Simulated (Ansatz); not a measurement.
A relaxed cell of SnO₂ (Pbcn (No. 60)), relaxed on a k-mesh at least as fine as the one used below. Method: r2SCAN (plane waves to 500 eV, PAW, scalar-relativistic; Ansatz, a program for electronic structure). Γ-centred k-mesh 4×4×4 on the run's cell (coarser than for final values), Fermi–Dirac smearing 0.05 eV.

```
CELL_PARAMETERS angstrom
      4.73190     0.00000     0.00000
      0.00000     5.74375     0.00000
      0.00000     0.00000     5.23817
ATOMIC_POSITIONS crystal
  Sn 0.50000 0.16512 0.75000
  Sn 0.00000 0.33488 0.25000
  Sn 0.50000 0.83488 0.25000
  Sn 0.00000 0.66512 0.75000
  O  0.22981 0.39235 0.92112
  O  0.72981 0.10765 0.07888
  O  0.77019 0.60765 0.07888
  O  0.27019 0.89235 0.92112
  O  0.77019 0.39235 0.57888
  O  0.27019 0.10765 0.42112
  O  0.22981 0.60765 0.42112
  O  0.72981 0.89235 0.57888
```

The atoms are displaced by (Å):

| atom | ux | uy | uz |
|---|---|---|---|
| Sn1 | -0.108 | 0.010 | 0.033 |
| Sn2 | -0.053 | -0.012 | -0.026 |
| Sn3 | -0.092 | 0.019 | -0.186 |
| Sn4 | -0.085 | 0.027 | -0.025 |
| O5 | 0.095 | -0.044 | -0.050 |
| O6 | -0.003 | 0.008 | 0.015 |
| O7 | 0.135 | -0.176 | 0.164 |
| O8 | 0.167 | -0.073 | 0.035 |
| O9 | -0.008 | -0.029 | 0.123 |
| O10 | -0.055 | -0.049 | 0.047 |
| O11 | -0.033 | 0.050 | -0.154 |
| O12 | 0.118 | 0.083 | 0.138 |

Q: What forces (eV/Å) and pressure result?

A: 
```json
[
 {"atom": "Sn1", "Fx": "3.55", "Fy": "-1.57", "Fz": "-2.75"},
 {"atom": "Sn2", "Fx": "3.34", "Fy": "-3.37", "Fz": "3.25"},
 {"atom": "Sn3", "Fx": "5.22", "Fy": "-1.87", "Fz": "9.81"},
 {"atom": "Sn4", "Fx": "1.97", "Fy": "-2.16", "Fz": "0.55"},
 {"atom": "O5", "Fx": "-2.90", "Fy": "2.76", "Fz": "1.93"},
 {"atom": "O6", "Fx": "-0.27", "Fy": "-1.02", "Fz": "0.01"},
 {"atom": "O7", "Fx": "-3.90", "Fy": "5.93", "Fz": "-3.46"},
 {"atom": "O8", "Fx": "-5.62", "Fy": "0.22", "Fz": "-7.78"},
 {"atom": "O9", "Fx": "0.44", "Fy": "0.21", "Fz": "-0.92"},
 {"atom": "O10", "Fx": "0.16", "Fy": "0.21", "Fz": "-0.93"},
 {"atom": "O11", "Fx": "0.09", "Fy": "-0.34", "Fz": "1.86"},
 {"atom": "O12", "Fx": "-2.07", "Fy": "1.02", "Fz": "-1.56"}
]
```

Pressure +11.3 GPa.

Q: Estimate the energy cost of the displacement in the harmonic approximation and compare with the calculation.

A: For a harmonic well ΔE = −½ Σ F·u = 4.015 eV a cell, or 335 meV/atom. The calculated energy relative to the undisplaced cell is +286 meV/atom, so anharmonic terms matter at this amplitude.

No spin polarisation in the result.

The run that gave the undisplaced cell could not lose the symmetry of its start; a randomly shaken copy of 12 atoms returns to this structure.

The first start was generated by placing the elements on the sites of a structure type. Materials Project lists a structure of SnO2 in the same space group, Pbcn (No. 60); the sites were not compared with it, nor with measured phases. Known forms of SnO2 include space group No. 136.
